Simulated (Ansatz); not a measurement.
Input and command of a plane-wave DFT calculation in Ansatz:

```yaml
crystal:
  lattice:
    - [0.0, 2.87509105, 2.87509105]
    - [2.87509105, 0.0, 2.87509105]
    - [2.87509105, 2.87509105, 0.0]
  atoms:
    - { symbol: Ga, position: [0.0, 0.0, 0.0] }
    - { symbol: As, position: [0.75, 0.75, 0.75] }
basis:
  ecutwfc: 420
kpoints:
  mp_grid: { grid: [6, 6, 6] }
hamiltonian:
  xc: lda
scf:
  occupations: { method: gaussian, width: 0.1 }
output:
  forces: true
  stress: true
  eigenvalues: true
```

```bash
ansatz run input.yaml --threads 4 --pin off --max-ram 8192MiB --backend cpu --events-out ev --progress --plain --runs-dir out
```

Processor: Arm Neoverse V2, 4 threads, on a host shared with other jobs.

Question: How long does it run, and how much memory does it take?

Answer: About 0.52 s on 4 threads of Arm Neoverse V2 (shared host), peak memory 0.31 GiB. It solves 18 bands at 16 k points (the mesh reduced by the symmetry that the task leaves, which can be less than the crystal's) with about 941 plane waves, in 6 SCF iterations.
